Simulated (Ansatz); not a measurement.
# LaSi2Os2 in Ansatz, relaxation

The command:

```bash
ansatz run input.yaml --threads 2 --pin off --max-ram 2560MiB --backend cpu --events-out ev --progress --plain --runs-dir out
```

Input:

```yaml
crystal:
  lattice:
    - [0.0, 4.184159, 0.0]
    - [4.184159, 0.0, 0.0]
    - [2.092079, 2.092079, -5.012073]
  atoms:
    - { symbol: Os, position: [0.75, 0.25, 0.5] }
    - { symbol: Os, position: [0.25, 0.75, 0.5] }
    - { symbol: Si, position: [0.375, 0.375, 0.25] }
    - { symbol: Si, position: [0.625, 0.625, 0.75] }
    - { symbol: La, position: [0.0, 0.0, 0.0] }
  symmetry: { tolerance: 0.0003 }
kpoints:
  mp_grid: { grid: [6, 6, 6], shift: [0, 0, 0] }
magnetization:
  spin_polarized: false
scf:
  occupations: { method: gaussian, width: 0.0408 }
  lower_state_search: "off"
hamiltonian:
  pseudopotentials: { kind: paw }
  xc: r2scan
basis:
  ecutwfc: 500
  fft_grid_basis: typed
relax:
  max_steps: 40
output:
  forces: true
  stress: true
  eigenvalues: true
  bader: true
  populations: true
  elf: true
  write_potential: true
  volumetric_format: npy
  dos:
    e_range: [-12, 8]
    de: 0.05
    projected: { site_lists: { La: [La], Os: [Os], Si: [Si] } }
checkpoint:
  read: saved_state
```

Origin of the cell: a database entry, scaled a little.

The saved state is a converged single point of the same cell.

Output (shortened):

```
SCF iter   1: F=-30341.661384 eV  HF=-30341.665985 eV  Δρ=3.47e-3  dr2=1.05e-2  dr2_τ=2.77e-3
SCF iter   2: F=-30341.667402 eV  HF=-30341.667625 eV  Δρ=1.37e-3  dr2=1.02e-3  dr2_τ=5.92e-4
SCF iter   3: F=-30341.667696 eV  HF=-30341.667734 eV  Δρ=7.04e-4  dr2=2.66e-4  dr2_τ=6.20e-5
SCF iter   4: F=-30341.667784 eV  HF=-30341.667782 eV  Δρ=1.07e-4  dr2=5.31e-6  dr2_τ=4.11e-7
SCF iter   5: F=-30341.667798 eV  HF=-30341.667798 eV  Δρ=1.70e-5  dr2=1.95e-7  dr2_τ=2.92e-8
SCF iter   6: F=-30341.667798 eV  HF=-30341.667798 eV  Δρ=3.58e-6  dr2=1.13e-8  dr2_τ=8.18e-10
relax step   1: F+E_penalty+E_count = -30341.667798 eV  Δ(F+E_penalty+E_count) = +0.000e0 eV  max|allowed force component| = 1.633e0 eV/Å  Δτ_max = 0.0000 Å  (6 SCF iters, accepted)
relax step   2: F+E_penalty+E_count = -30341.824708 eV  Δ(F+E_penalty+E_count) = -1.569e-1 eV  max|allowed force component| = 5.387e-1 eV/Å  Δτ_max = 0.0724 Å  (5 SCF iters, dr2 threshold 1.00e-4 eV, accepted)
relax step   3: F+E_penalty+E_count = -30341.845103 eV  Δ(F+E_penalty+E_count) = -2.040e-2 eV  max|allowed force component| = 2.284e-2 eV/Å  Δτ_max = 0.0403 Å  (4 SCF iters, dr2 threshold 1.81e-5 eV, accepted)
relax step   4: F+E_penalty+E_count = -30341.845107 eV  Δ(F+E_penalty+E_count) = -3.345e-6 eV  max|allowed force component| = 2.077e-2 eV/Å  Δτ_max = 0.0000 Å  (4 SCF iters, accepted)
relax step   5: F+E_penalty+E_count = -30341.845140 eV  Δ(F+E_penalty+E_count) = -3.319e-5 eV  max|allowed force component| = 5.926e-4 eV/Å  Δτ_max = 0.0015 Å  (4 SCF iters, accepted)
SCF 6 converged in 2 iterations: F = -30341.845140 eV  dr2 = 1.57e-9
SCF converged after 2 iterations
Free energy (F): -30341.845140 eV
Harris-Foulkes:  -30341.845140 eV  (|F-HF|=8.44e-10)
Internal energy: -30341.842969 eV  (E = F + TS)
E sigma→0 (E₀):  -30341.844054 eV
Entropy (-TS):   -0.002170 eV (-0.434 meV/atom)
Fermi energy:    15.872348 eV
--- Per-component energies (eV) ---
  E_band       = -363.499244
  E_kinetic    = 1414.337539
  E_local      = -3474.480775  (includes V_loc(G=0)·N_el)
  E_nonlocal   = 141.077922
  E_hartree    = 1453.116514
  E_xc         = -746.753918
  E_vxc        = -896.824284  (∫ρ·V_xc dr)
  E_paw        = -24556.213292  (= ΣΔE_a)
  E_vpaw       = -503.456976  (= ΣTr[D̂ρ^β])
  E_aug_tail   = -0.000255  (compensation charges beyond the density's cutoff)
  E_vtau       = 49.613556  (kinetic-family band-sum trace: ∫τ·v_τ [+ j·A + Jᵃ·Aᵃ] dr)
  E_ewald      = -4572.072326
  E_core_change = -0.854379  (= ΣΔE_core)
  E_smearing   = -0.002170  (= −TS)
  Σ components = -30341.845140   (vs F -30341.845140, Δ=0.00e0)
--- Forces (eV/Å), atoms counted from 1 ---
  atom   1  Os    -0.000000    -0.000000    -0.000000
  atom   2  Os     0.000000     0.000000     0.000000
  atom   3  Si     0.000000     0.000000     0.000651
  atom   4  Si    -0.000000    -0.000000    -0.000651
  atom   5  La     0.000000     0.000000     0.000000
  max |Σ_I F_I| component: 1.38e-17 eV/Å
--- Stress (GPa, compression-positive) ---
        4.323658      -0.000000      -0.000000
       -0.000000       4.323658      -0.000000
       -0.000000      -0.000000       2.017640
  P = ⅓ Tr σ = 3.5550 GPa (35.550 kbar)
--- Relaxed structure (5 steps of the walk, 5 accepted, 0 SCFs on fresh bases) ---
  F+E_penalty+E_count = -30341.845140 eV   max|allowed force component| = 5.926e-4 eV/Å
  atoms:
    - { symbol: Os, position: [0.750000, 0.250000, 0.5] }
    - { symbol: Os, position: [0.250000, 0.750000, 0.5] }
    - { symbol: Si, position: [0.363906, 0.363906, 0.272188] }
    - { symbol: Si, position: [0.636094, 0.636094, 0.727812] }
    - { symbol: La, position: [-6.922e-19, -6.922e-19, 1.384e-18] }
--- Löwdin populations: 5 sites ---
  site symbol       q [e]
     0     Os     15.7761
     1     Os     15.7761
     2     Si      4.0991
     3     Si      4.0991
     4     La     10.8376
  spilling = 0.008078 (of n_electrons = 51.000000)
--- Bader charges: 5 sites ---
  site symbol  charge [e]  shift [e]
     0     Os     -1.4568     0.0428
     1     Os     -1.4569     0.0428
     2     Si      0.6661     0.0428
     3     Si      0.6662     0.0428
     4     La      1.5814     0.0000
  estimated error of the sums over rays = 8.3e-4 e
```

The starting structure.

Space group I4/mmm (No. 139); the run's cell has a = 4.184 Å, b = 4.184 Å, c = 5.820 Å, α = 68.93°, β = 68.93°, γ = 90.00°. Shortest distances: Os–Si 2.44 Å, Si–Si 2.51 Å, Os–Os 2.96 Å, La–Si 3.21 Å, La–Os 3.26 Å.

The relaxed structure.

Space group I4/mmm (No. 139); the run's cell has a = 4.184 Å, b = 4.184 Å, c = 5.820 Å, α = 68.93°, β = 68.93°, γ = 90.00°. Shortest distances: Os–Si 2.38 Å, Si–Si 2.73 Å, Os–Os 2.96 Å, La–Si 3.26 Å, La–Os 3.26 Å.

```yaml
Free_energy_lowered_by: 35.5 meV/atom
Final_pressure: 3.55 GPa
Relaxation_steps_listed: 5
```

Caveats: no moments, though an odd count or open d shells may carry them; no spin-orbit coupling, though heavy elements are present; the SCF threshold is looser than advised for a stress; the relaxation held the start's symmetry, so the end may be a saddle point.

It ran for 67 s on 2 threads of Arm Neoverse V1, on a shared host, peak memory 0.69 GiB, from a saved density.
